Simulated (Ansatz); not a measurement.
## Ag: frozen-core PAW against all-electron methods

```
CELL_PARAMETERS angstrom
2.93000 0.00000 0.00000
-1.46500 2.53745 0.00000
0.00000 0.00000 4.79000
ATOMIC_POSITIONS crystal
Ag 0.33333 0.66667 0.25000
Ag 0.66667 0.33333 0.75000
```

Atoms are numbered in the order listed.

The conventional cell has a = 2.930 Å, b = 2.930 Å, c = 4.790 Å, α = 90.00°, β = 90.00°, γ = 120.00°. Ag (atom 1) is surrounded by 12 Ag at 2.93 Å.

The cell comes from COD entry 1509145, which wasn't checked; take it as a given geometry.

Methods: DFT, LDA, PAW with Ansatz's default frozen-core files, scalar-relativistic (Ansatz 0.2.0); DFT, LDA, all-electron PAW with datasets made for the crystal, scalar-relativistic (Ansatz 0.2.0); DFT, LDA, all-electron LAPW, scalar-relativistic (Ansatz 0.2.0).

For PAW: a Γ-centred 14×14×8 k mesh, Fermi–Dirac smearing of 0.05 eV, cutoff 420 eV, no spin polarisation; the PAW files were made with PBE, and the program remakes their frozen cores for this functional. The crystal-made all-electron datasets (AE datasets) take a cutoff of 260 eV at this cell. LAPW targets a basis error of 0.25 meV/atom. The Ansatz runs share mesh, smearing and spin set-up. Plane-wave (PAW) pressures include the program's estimate of the Pulay term.

Stress and pressure are positive in compression.

Levels count from the Fermi level.

```json
{"quantity": "pressure (GPa)", "PAW": "-10.59", "AE datasets": "-10.59", "LAPW": "-10.60"}
{"quantity": "stress xx (GPa)", "PAW": "-10.47", "AE datasets": "-10.48", "LAPW": "-10.48"}
{"quantity": "stress zz (GPa)", "PAW": "-10.83", "AE datasets": "-10.83", "LAPW": "-10.84"}
{"quantity": "highest filled level at A (eV)", "PAW": "-3.239", "AE datasets": "-3.239", "LAPW": "-3.239"}
{"quantity": "lowest empty level at A (eV)", "PAW": "10.797", "AE datasets": "10.795", "LAPW": "10.795"}
{"quantity": "highest filled level at L (eV)", "PAW": "-2.734", "AE datasets": "-2.733", "LAPW": "-2.733"}
{"quantity": "lowest empty level at L (eV)", "PAW": "0.812", "AE datasets": "0.810", "LAPW": "0.810"}
{"quantity": "highest filled level at K (eV)", "PAW": "-2.968", "AE datasets": "-2.967", "LAPW": "-2.967"}
{"quantity": "lowest empty level at K (eV)", "PAW": "2.991", "AE datasets": "2.991", "LAPW": "2.991"}
```
